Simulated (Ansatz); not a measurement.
C:
```xyz
8
Lattice="2.5054 0.0000 0.0000 -1.2527 2.1697 0.0000 0.0000 0.0000 8.2646" Properties=species:S:1:pos:R:3 pbc="T T T"
C      0.0000     0.0000     4.9005
C      0.0000     0.0000     3.3641
C      0.0000     0.0000     0.7682
C      0.0000     0.0000     7.4964
C      0.0000     1.4465     2.8468
C      1.2527     0.7232     5.4178
C      1.2527     0.7232     6.9791
C      0.0000     1.4465     1.2855
```

Relaxed with PBEsol. Independent-particle spectrum: no excitons, no local fields, no scissors shift; 0.1 eV broadening; ε₁ of the summed bands alone.

**Question.** Tabulate the dielectric function from plane-wave PAW PBEsol (Ansatz code).

**Answer.** 

```
E (eV)  ε₁ xx  ε₂ xx  ε₁ zz  ε₂ zz
------  -----  -----  -----  -----
0.0      5.74   0.00   5.93   0.00
0.5      5.75   0.00   5.94   0.00
1.0      5.78   0.00   5.98   0.00
1.5      5.84   0.00   6.04   0.00
2.0      5.92   0.00   6.14   0.00
2.5      6.02   0.00   6.26   0.00
3.0      6.17   0.00   6.43   0.00
3.5      6.35   0.00   6.65   0.00
4.0      6.58   0.00   6.95   0.00
4.5      6.88   0.00   7.35   0.00
5.0      7.31   0.00   7.98   0.00
5.5      8.07   0.12   9.06   0.46
6.0      8.61   0.58   9.74   1.87
6.5      9.55   0.94   9.67   2.99
7.0      9.61   3.12   9.40   3.92
7.5      9.33   3.20   8.91   4.63
8.0      9.91   3.72   8.61   4.69
8.5     10.28   4.12   8.97   4.71
9.0     11.89   5.13  10.11   5.05
9.5     13.39   8.54  12.70   6.30
10.0    11.11  13.98  14.17  15.75
10.5     7.81  14.58   4.89  17.39
11.0     2.42  19.07   0.12  15.39
11.5    -1.74  15.95  -3.66  11.84
12.0    -4.55  11.85  -3.18   9.41
```

**Question.** From ε at 6.2 eV (xx: 8.89 + 0.71i), find n, k, the normal reflectivity and the absorption coefficient.

**Answer.** n = 2.98, k = 0.119, R = 25 %, α = 2kE/ħc = 75000 cm⁻¹.

With all bands, ε∞ without local fields is 5.94 (xx = yy), 6.15 (zz). DFPT, with local fields, gives 5.78 (xx = yy), 6.00 (zz).

Space group P6_3/mmc. The workflow started from a Materials Project entry (that database holds measured and hypothetical structures alike). Its sites differ from those of the usual phase in this space group: another stacking or structure type. Symmetry was held in the PBEsol relaxation; its stability against distortions is not shown here.

Potentials: the later of the program's two PAW sets.
